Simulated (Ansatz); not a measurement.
## Computed properties of NbIr3

NbIr$_{3}$:
```
CELL_PARAMETERS angstrom
      3.88144     0.00000     0.00000
      0.00000     3.88144     0.00000
      0.00000     0.00000     3.88144
ATOMIC_POSITIONS crystal
  Nb 0.00000 0.00000 0.00000
  Ir 0.00000 0.50000 0.50000
  Ir 0.50000 0.00000 0.50000
  Ir 0.50000 0.50000 0.00000
```

Space group Pm-3m (No. 221), Cu3Au type; conventional cell a = b = c = 3.881 Å, α = β = γ = 90.00°.

Method: DFT-PBEsol in the program Ansatz with PAW potentials. The cell and atoms are relaxed at this level. Other levels are named where they apply.

### Cell and energy

```json
{
  "volume_per_atom": "14.62 Å³",
  "density": "19.01 g/cm³",
  "Formation energy from the elements (no fitted shifts)": "-0.62 eV/atom"
}
```

### Electronic structure

```json
{
  "electronic_character": "metallic (no gap)",
  "Density of states at the Fermi level": "0.34 states/eV per atom (mean over ±0.08 eV)",
  "Gap with spin–orbit coupling": "none (metallic)"
}
```

### Mechanics

```json
{
  "Bulk modulus (Birch–Murnaghan fit)": "345 GPa",
  "Pressure derivative B′": "4.8",
  "Elastic constants (relaxed ions, GPa)": "C11 = 569, C12 = 233, C44 = 270",
  "mechanical_stability": "stable (all eigenvalues of C positive)",
  "hill_bulk_and_shear_moduli": "345 and 223 GPa",
  "Young's modulus": "551 GPa",
  "Poisson's ratio": "0.23",
  "debye_temperature_from_the_elastic_constants": "463 K"
}
```

### Charges

```json
{
  "bader_charges": "Nb +1.54, Ir -0.51 e"
}
```

The workflow started from an entry of the Crystallography Open Database (COD). Whether it is the stable phase at ambient conditions was not checked. The cell was relaxed with PBEsol under the symmetry of its start; its stability against distortions is not shown here. No spin polarisation was allowed. As this level gives no gap, shear constants depend on the k-mesh and smearing (Fermi–Dirac, 0.1 eV here). The references are the lowest solids computed at this level, not always the standard phases. Spin–orbit coupling is left out wherever it is not named.

Potentials: the later of the program's two PAW sets.
